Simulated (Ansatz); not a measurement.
Sb$_{2}$Pt (Pa-3), relaxed and computed with several functionals in Ansatz (plane waves, PAW). Much of their spread follows the volume that each gives.

```json
[
 {"functional": "PBEsol", "V (Å³/atom)": "22.49", "B₀ by P(V) fit (GPa)": "?"},
 {"functional": "r²SCAN", "V (Å³/atom)": "22.92", "B₀ by P(V) fit (GPa)": "117"},
 {"functional": "HSE06", "V (Å³/atom)": "22.51", "B₀ by P(V) fit (GPa)": "125"},
 {"functional": "LDA", "V (Å³/atom)": "22.06", "B₀ by P(V) fit (GPa)": "127"}
]
```

Problem. Fit a straight line to ln B₀ against ln V and predict the withheld value.

Solution. Least squares on the 3 shown rows: ln B₀ = -2.12 × ln V + (11.412), with a scatter of 1.3 %. For PBEsol this gives 123. The run itself gave 120, a miss of 2.5 % of that.

All cells were relaxed under the symmetry of their starts (and spin orders); stability against distortions was not tested throughout. Rows with no word on spin ran without spin polarisation. Spin–orbit coupling is left out wherever it is not named.

Potentials: the later of the program's two PAW sets.

Ansatz (a quantum-chemistry and plane-wave program) is a plane-wave DFT program.
